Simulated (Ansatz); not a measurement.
NaCl:
```
NaCl
1.0
    6.68037     0.00000     0.00000
   -3.34019     5.78537     0.00000
    0.00000     0.00000     6.98529
Na Cl
6 6
Direct
  0.00000   0.66673   0.50000
  0.66673   0.00000   0.50000
  0.33327   0.33327   0.50000
  0.00000   0.33341   0.00000
  0.33341   0.00000   0.00000
  0.66659   0.66659   0.00000
  0.66667   0.33333   0.25003
  0.66667   0.33333   0.74997
  0.33333   0.66667   0.25003
  0.33333   0.66667   0.74997
  0.00000   0.00000   0.75005
  0.00000   0.00000   0.24995
```

Relaxed with PBEsol. Special points in fractions of this cell's reciprocal vectors: Γ (0.000, 0.000, 0.000); M (0.500, 0.000, 0.000); K (0.333, 0.333, 0.000); A (0.000, 0.000, 0.500); L (0.500, 0.000, 0.500); H (0.333, 0.333, 0.500).

### Question
List the band energies nearest the valence-band maximum at these points for PBEsol in the plane-wave PAW code Ansatz.

### Answer
In eV from the valence-band maximum; about four levels below and three above (degenerate sets whole), none deeper than 8.9 eV; points with the same levels are listed once.

```csv
k,below,above
Γ,-0.17 -0.17 0.00 0.00,4.39 7.20 7.20 7.20 7.20
M,-0.51 -0.51 -0.09 -0.09 -0.02,6.03 6.26 6.26
K,-0.45 -0.45 -0.45 -0.07 -0.07 -0.07,6.24 6.24 6.24
A,-0.31 -0.31 -0.31 -0.31,5.69 5.69 7.68 7.68 7.68 7.68
L,-0.66 -0.66 -0.66 -0.66,6.96 6.96 6.96 6.96
H,-0.59 -0.59 -0.59 -0.59 -0.59 -0.59,6.98 6.98 6.98 6.98 6.98 6.98
```

Space group P6_3/mmc (NiAs type). The workflow started from a Materials Project entry (that database holds measured and hypothetical structures alike); the Crystallography Open Database copy checked does not list it. It is not the phase usual at ambient conditions (space group No. 225). The PBEsol relaxation kept the symmetry of its start; phonons on a q-mesh show no instability. Point labels and valley counts follow the cell and symmetry of the run, lower than the named group.

Potentials: the earlier of the program's two PAW sets.
